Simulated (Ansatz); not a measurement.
### Question
Each is relaxed and computed with LDA in the plane-wave PAW code Ansatz. Which is the only one with a gap?
A) HfGe2, Cmcm (Hf on 4c, Ge on 4c, Ge on 4c)
B) TaGe2, P6/mmm (Ta on 1a, Ge on 2d)
C) LiGeN, P6_3mc (Li on 2b, Ge on 2a, N on 2b)
D) GePt, Pnma (Pt on 4c, Ge on 4c)

### Answer
C, LiGeN, P6_3mc (Li on 2b, Ge on 2a, N on 2b). LiGeN: gap 1.50 eV (indirect); GePt: metal; TaGe2: metal; HfGe2: metal. Constructed cells (a structure type filled with these elements, in neither database checked): TaGe2, P6/mmm (Ta on 1a, Ge on 2d). Standing as an ambient phase not checked: LiGeN, P6_3mc (Li on 2b, Ge on 2a, N on 2b); HfGe2, Cmcm (Hf on 4c, Ge on 4c, Ge on 4c). Unstable at this level: TaGe2, P6/mmm (Ta on 1a, Ge on 2d). All cells were relaxed under the symmetry of their starts (and spin orders); stability against distortions was not tested throughout. Rows with no word on spin ran without spin polarisation. Scalar-relativistic: spin–orbit coupling is off unless named, which matters more the heavier the elements.

Potentials: the later of the program's two PAW sets.
